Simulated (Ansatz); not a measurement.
VO2:
```cif
data_O4V2
_chemical_formula_sum 'O4 V2'
_space_group_name_H-M_alt 'P 1'
_space_group_IT_number 1
_cell_length_a 4.58380
_cell_length_b 4.58380
_cell_length_c 2.83810
_cell_angle_alpha 90.000
_cell_angle_beta 90.000
_cell_angle_gamma 90.000
loop_
_space_group_symop_operation_xyz
  'x, y, z'
loop_
_atom_site_label
_atom_site_type_symbol
_atom_site_fract_x
_atom_site_fract_y
_atom_site_fract_z
_atom_site_occupancy
O1 O 0.30005 0.30005 0.00000 1
O2 O 0.19995 0.80005 0.50000 1
O3 O 0.69995 0.69995 0.00000 1
O4 O 0.80005 0.19995 0.50000 1
V1 V 0.00000 0.00000 0.00000 1
V2 V 0.50000 0.50000 0.50000 1
```
Starting moments (μB, in the order of the atoms O O O O V V): -0.1 -0.1 -0.1 -0.1 1.1 1.1.

Relaxed with PBE.

Tabulate the valence density and the electron localisation function along the shortest O–V contact (1.92 Å), PBE (plane waves, PAW; program Ansatz).



| distance from O (Å) | density (e/Å³) | ELF |
|---|---|---|
| 0.19 | 6.92 | 0.41 |
| 0.29 | 5.97 | 0.58 |
| 0.38 | 4.73 | 0.72 |
| 0.48 | 3.42 | 0.79 |
| 0.58 | 2.31 | 0.82 |
| 0.67 | 1.55 | 0.80 |
| 0.77 | 1.09 | 0.66 |
| 0.86 | 0.84 | 0.40 |
| 0.96 | 0.75 | 0.20 |
| 1.06 | 0.87 | 0.17 |
| 1.15 | 1.34 | 0.27 |
| 1.25 | 2.33 | 0.47 |
| 1.35 | 3.98 | 0.65 |
| 1.44 | 6.29 | 0.74 |
| 1.54 | 9.06 | 0.76 |
| 1.63 | 11.91 | 0.75 |
| 1.73 | 14.36 | 0.71 |

The density is the valence pseudo-density with augmentation charge, so density and ELF within about 1 Å of a nucleus are not all-electron values.

Space group P4_2/mnm (rutile). This is a known high-temperature phase of the composition, computed here at zero pressure and temperature. Symmetry was held in the PBE relaxation; its stability against distortions is not shown here. Spin order of the final state: ferromagnetic, chosen from 5 collinear starts compared on coarse meshes (ties went to the first, and starts can fall back to one state), not a proven ground state. No Hubbard U is applied.

Potentials: the later of the program's two PAW sets.
